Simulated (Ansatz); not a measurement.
# YbN: computed DOS

Space group F-43m (No. 216). a = 5.180 Å, b = 5.180 Å, c = 5.180 Å, α = 90.00°, β = 90.00°, γ = 90.00°
```
atom  site  symmetry       x       y       z
  Yb    4a      -43m  0.0000  0.0000  0.0000
   N    4d      -43m  0.2500  0.2500  0.7500
```

The runs use the primitive cell with vectors (0.000, 2.590, 2.590), (2.590, 0.000, 2.590), (2.590, 2.590, 0.000) Å, to which the k mesh refers.

The cell was built from the zincblende type and relaxed in the same program, and has space group F-43m; it needn't be a known or the stable phase.

Where the f shell is localised, expect the real compound to differ from this run without U.

No spin–orbit coupling, which matters for the heavy atoms here.

All numbers below come from DFT, PBE, all-electron LAPW, scalar-relativistic (Ansatz 0.2.0).

Settings: a Γ-centred 11×11×11 k mesh, Fermi–Dirac smearing of 0.08 eV, basis error target 1 meV/atom, no spin polarisation.

Q: Which of the resolved shells contributes most within 0.3 eV of the Fermi level?

A: Yb 4f, with 72 % of all states there; N 2p follows with 20 %.

Q: Where is the centre of the filled Yb 4f states between -14 eV and the top of the filled states?

A: -0.53 eV from the Fermi level.

Q: Tabulate the density of states.

A: States per eV and cell, averaged over 0.6 eV, from -13.0 to 6.0 eV, with energies (bin centres) from the Fermi level; empty bins are left out. The partial columns, the largest 4 alone, are projections on Löwdin-orthogonalised atomic shells (those that the program's projection atoms carry: the occupied ones and, for some elements, an empty d or f shell; other empty shells have no column), summed over atoms of an element. Weights on diffuse s and p shells depend on that basis and aren't pure angular character.
```
E (eV)  total  Yb 4f  N 2p  Yb 5d  N 2s
 -12.8   0.04   0.00  0.00   0.00  0.02
 -12.2   0.66   0.01  0.00   0.09  0.44
 -11.6   2.64   0.01  0.00   0.55  1.84
  -3.2   0.33   0.01  0.18   0.12  0.00
  -2.6   2.20   0.12  1.26   0.57  0.02
  -2.0   1.97   0.22  1.21   0.42  0.01
  -1.4   5.17   1.38  2.94   0.74  0.00
  -0.8   5.69   5.46  0.15   0.05  0.00
  -0.2  17.61  15.84  1.21   0.45  0.01
   0.4   0.36   0.17  0.16   0.01  0.00
   2.8   0.97   0.01  0.05   0.78  0.03
   3.4   0.83   0.01  0.11   0.55  0.03
   4.0   0.94   0.02  0.18   0.49  0.05
   4.6   0.59   0.01  0.15   0.27  0.04
   5.2   2.24   0.01  0.42   1.62  0.06
   5.8   1.06   0.00  0.17   0.80  0.02
```
